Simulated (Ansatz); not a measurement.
IrW:
```xyz
2
Lattice="2.7478 0.0000 0.0000 0.0000 2.7478 0.0000 0.0000 0.0000 3.8980" Properties=species:S:1:pos:R:3 pbc="T T T"
Ir     0.0000     0.0000     0.0000
W      1.3739     1.3739     1.9490
```

Relaxed with PBEsol. Special points in fractions of this cell's reciprocal vectors: Γ (0.000, 0.000, 0.000); X (0.000, 0.500, 0.000); M (0.500, 0.500, 0.000); Z (0.000, 0.000, 0.500); R (0.000, 0.500, 0.500); A (0.500, 0.500, 0.500).

Question: List the band energies nearest the Fermi level at these points for the program Ansatz at the PBEsol with spin–orbit coupling level (PAW).

Answer: In eV from the Fermi level; about four levels below and three above (degenerate sets whole), none deeper than 8.9 eV; points with the same levels are listed once.

| k | below | above |
|---|---|---|
| Γ | -2.03 -2.03 -0.14 -0.14 | 0.70 0.70 2.21 2.21 |
| X | -2.13 -2.13 -1.05 -1.05 | 0.53 0.53 2.23 2.23 |
| M | -6.41 -6.41 -6.27 -6.27 | 1.56 1.56 1.88 1.88 |
| Z | -1.35 -1.35 -0.74 -0.74 | 0.13 0.13 1.18 1.18 |
| R | -1.67 -1.67 -0.36 -0.36 | 0.15 0.15 1.77 1.77 |
| A | -2.90 -2.90 -1.66 -1.66 | 1.21 1.21 1.67 1.67 |

Space group P4/mmm (L1₀ or tetragonal B2). The start of the workflow was typed in or built on a structure type; neither database checked (COD, Materials Project) lists it. COD files the formula under space group No. 51. Its standing as an ambient phase is unchecked. The PBEsol relaxation kept the symmetry of its start; whether a distortion lowers the energy is not shown. The run is not spin-polarised.

Potentials: the later of the program's two PAW sets.
